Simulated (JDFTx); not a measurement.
System: ZrSi2(110) (Cmcm bulk; lattice of mp-1515, not re-optimised at this level), 1x1 cell of 14 atoms in 14 planes (Si outermost, slab composition Zr4Si10), area 28.14 Å² a face, 7.7 Å between the outermost planes in a cell 23.5 Å high; k mesh 6×4×1, Fermi width 0.01 Ha, no spin polarisation. Whether this polymorph is the ambient one wasn't checked. Neither spin polarisation nor a larger cell was tried.

Computed with a modified build of JDFTx: PBE, GBRV ultrasoft potentials, plane waves to 20/100 Ha. Liquid: CANDLE, water, 0.5 M NaCl. The neutral cell holds 88 valence electrons and has two faces of 28.138 Å² each. Last filling lines of the neutral and of a charged run (μ in hartree, zero in the bulk liquid):

```
FillingsUpdate:  mu: -0.170196894  nElectrons: 88.000000
FillingsUpdate:  mu: -0.176029000  nElectrons: 87.931744
```

Working it through: both potentials, by the convention U = −μ/e − 4.44 V vs SHE, the surface charge density and the mean capacitance.

U_pzc = 0.17020 × 27.2114 − 4.44 = 0.19 V; U = 0.17603 × 27.2114 − 4.44 = 0.35 V. The cell has -0.0683 excess electrons, a net charge of 0.0683 e, shared by two faces: σ = 0.0683 e / (2 × 28.138 Å²) = 0.00121 e/Å² = 1.9 μC/cm² (1 e/Å² = 1602.18 μC/cm²). C = σ/(U − U_pzc) = 1.9/0.16 ≈ 12 μF/cm².
